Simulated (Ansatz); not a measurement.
# Relaxing CsCl-type YAu

**The experiment.** The Crystallography Open Database holds a cell as deposited of cubic YAu (space group Pm-3m), temperature not stated (1963, doi:10.1063/1.1729720): a = 3.559 Å, 22.54 Å³/atom.

Method: PBEsol, scalar-relativistic; no spin polarisation; PAW, 420 eV, Γ-centred 8×8×8 mesh, 0.05 eV Gaussian smearing; code Ansatz; PAW files: Ansatz's generated set soft_2.

The start was a prototype's sites filled with these elements; the Crystallography Open Database holds the compound in this structure.

The first cell, 1 % over the database's volume:

```xyz
2
Lattice="3.5708 0.0000 0.0000 0.0000 3.5708 0.0000 0.0000 0.0000 3.5708" Properties=species:S:1:pos:R:3 pbc="T T T"
Y     0.0000    0.0000    0.0000
Au    1.7854    1.7854    1.7854
```

The runs in order:

| run | level | k-mesh | kind | V (Å³/atom) | P (GPa) | E − E(final) (meV/atom) | gap on the mesh (eV) |
| --- | --- | --- | --- | --- | --- | --- | --- |
| 1 | PBEsol | 8×8×8 | fixed cell | 22.77 | -1.9 | 2.9 | metal |
| 2 | PBEsol | 8×8×8 | fixed cell | 22.48 | -0.7 | 0.5 | metal |
| 3 | PBEsol | 8×8×8 | fixed cell | 22.30 | 0.0 | 0.0 | metal |

The cell is relaxed to zero pressure at this level.

The final structure (symmetry read at 0.01 Å). Symmetry: Pm-3m, No. 221, cubic system. The conventional cell has a = 3.546 Å, b = 3.546 Å, c = 3.546 Å, α = 90.00°, β = 90.00°, γ = 90.00°. Around Y (site symmetry m-3m) lie 8 Au at 3.07 Å. Au (site symmetry m-3m) is surrounded by 8 Y at 3.07 Å. (Neighbours are counted to 15 % beyond the shortest distance.)

| atom | site | symmetry | x | y | z |
| --- | --- | --- | --- | --- | --- |
| Y | 1a | m-3m | 0.0000 | 0.0000 | 0.0000 |
| Au | 1b | m-3m | 0.5000 | 0.5000 | 0.5000 |

- At the final geometry the gap, band path included, is zero (metallic).
- The equation of state gives B0 = 96 GPa.
- Against the elements' standard states, run alike and uncorrected, the formation energy is -0.87 eV/atom.

**Comparison.** The computed cell (3.546 Å, 22.30 Å³/atom) differs from the database's by −1.1 % in volume, about −0.4 % in length. PBEsol was built to cure PBE's overestimate of volumes, and the static lattice lacks thermal expansion.

For elements this heavy, spin–orbit coupling would shift levels and gaps; it isn't included here.
